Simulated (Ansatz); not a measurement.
LaHg (CsCl type)

```xyz
2
Lattice="3.8368 0.0000 0.0000 0.0000 3.8368 0.0000 0.0000 0.0000 3.8368" Properties=species:S:1:pos:R:3 pbc="T T T"
La     1.9184     1.9184     1.9184
Hg     0.0000     0.0000     0.0000
```

The slice is a {110} plane (indices of the conventional cell) through the point (0.500, 0.500, 0.500) (fractional), spanned by u = [100] and v = [011] in vectors of this cell: u (3.84 Å) and v (5.43 Å, at 90° to u). It covers one period; positions are fractions (u, v).

The numbers are results of PBEsol (plane waves to 420 eV, PAW, scalar-relativistic; Ansatz, a quantum-chemistry and plane-wave program), not measurements. k mesh 12×12×12. Inside the PAW spheres the values are not all-electron values, and peaks at nuclei hang on which shells count as valence. LaHg is run without spin polarisation. LaHg was relaxed with its symmetry unable to fall. Spin-orbit coupling is left out, though Hg is heavy.

Question: What is the valence density on the shortest La–Hg line in this plane (3.32 Å), at its midpoint?

Answer: 0.15 e/Å³.

Question: What is the ELF at the midpoint of the shortest La–Hg line in this plane (3.32 Å)?

Answer: 0.2.

Question: Sketch the valence electron density on this plane as a map.

Answer: 
```
|++++-.   .-+++|
|+++=:.   .:=++|
|++=-.     .-=+|
|--:...   ...:-|
|.......:......|
|   .::---::.  |
|  .:-=+*+=-:. |
|  .:=*#%#*=:. |
|  .-+#@@@#+-. |
|  .-*%@@@%*-. |
|  .-+#@@@#+-. |
|  .:=*#%#*=:. |
|  .:-=+*+=-:. |
|   .::---::.  |
|.......:......|
|--:...   ...:-|
|++=-.     .-=+|
|+++=:.   .:=++|
|++++-.   .-+++|
|++++-.   .-+++|
```
Scale: ten equal steps from -1.12 (start of ' ') to 1.24 (end of '@'), in the order ' .:-=+*#%@'. Values: log₁₀ of the valence density in e/Å³. The map has 14 points along u (one character each, u = 0 at the left) and 20 along v (v = 0 in the bottom row). The scale is logarithmic, as a density can span decades between atoms and voids.
